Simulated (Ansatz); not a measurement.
Space group F-43m (No. 216). a = 4.537 Å, b = 4.537 Å, c = 4.537 Å, α = 90.00°, β = 90.00°, γ = 90.00°
```csv
atom,site,symmetry,x,y,z
B,4a,-43m,0.0000,0.0000,0.0000
P,4d,-43m,0.2500,0.2500,0.7500
```

Equation of state of this BP structure (not necessarily the ground state), with shape and atoms relaxed at each volume where symmetry leaves them free. Level of theory: Ansatz 0.2.0, DFT r2SCAN, scalar-relativistic, plane waves, PAW.

Cutoff 500 eV; k points 10×10×10 on the computed 2-atom cell (Γ-centred); Gaussian smearing, width 0.02 eV; no spin polarisation.

```json
{"V (Å³/atom)": "10.270", "E − E(largest V) (meV/atom)": "55.61", "P (GPa)": "27.46", "gap on mesh (eV)": "1.23"}
{"V (Å³/atom)": "10.620", "E − E(largest V) (meV/atom)": "5.01", "P (GPa)": "19.05", "gap on mesh (eV)": "1.29"}
{"V (Å³/atom)": "10.970", "E − E(largest V) (meV/atom)": "-28.47", "P (GPa)": "11.77", "gap on mesh (eV)": "1.33"}
{"V (Å³/atom)": "11.320", "E − E(largest V) (meV/atom)": "-47.14", "P (GPa)": "5.46", "gap on mesh (eV)": "1.37"}
{"V (Å³/atom)": "11.670", "E − E(largest V) (meV/atom)": "-52.97", "P (GPa)": "0.00", "gap on mesh (eV)": "1.41"}
{"V (Å³/atom)": "12.020", "E − E(largest V) (meV/atom)": "-47.67", "P (GPa)": "-4.74", "gap on mesh (eV)": "1.45"}
{"V (Å³/atom)": "12.371", "E − E(largest V) (meV/atom)": "-32.72", "P (GPa)": "-8.84", "gap on mesh (eV)": "1.49"}
{"V (Å³/atom)": "12.837", "E − E(largest V) (meV/atom)": "0.00", "P (GPa)": "-13.47", "gap on mesh (eV)": "1.54"}
```

Fit a third-order Birch–Murnaghan equation to E(V).

V0 = 11.67 Å³/atom, B0 = 169 GPa, B0' = 3.7.